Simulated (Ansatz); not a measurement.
Phonons of a relaxed structure of LiCl by density-functional perturbation theory (low response-accuracy setting, no LO–TO term) at Γ and zone-boundary points with q components 0 or ½ of the primitive reciprocal vectors. Calculation: r2SCAN (plane waves to 500 eV, PAW, scalar-relativistic; Ansatz, a first-principles code). Γ-centred k-mesh 10×10×10, Fermi–Dirac smearing 0.05 eV.

```
LiCl
1.0
    0.00000     2.55614     2.55614
    2.55614     0.00000     2.55614
    2.55614     2.55614     0.00000
Cl Li
1 1
Direct
  0.00000   0.00000   0.00000
  0.50000   0.50000   0.50000
```

Space group Fm-3m (No. 225), rock salt type.

| q | wavenumbers (cm⁻¹; i marks imaginary) |
|---|---|
| Γ | 0 (×3), 193 (×3) |
| L (½, 0, 0) | 115 (×2), 204 (×2), 210, 403 |
| X (½, ½, 0) | 133 (×2), 200, 206 (×2), 234 |

Task: What do these wavenumbers say about the structure?

Result: No instability shows at these points (nothing beyond 15i cm⁻¹, the threshold used here). Other wavevectors were not sampled, so this does not prove stability.

No spin polarisation in the result.
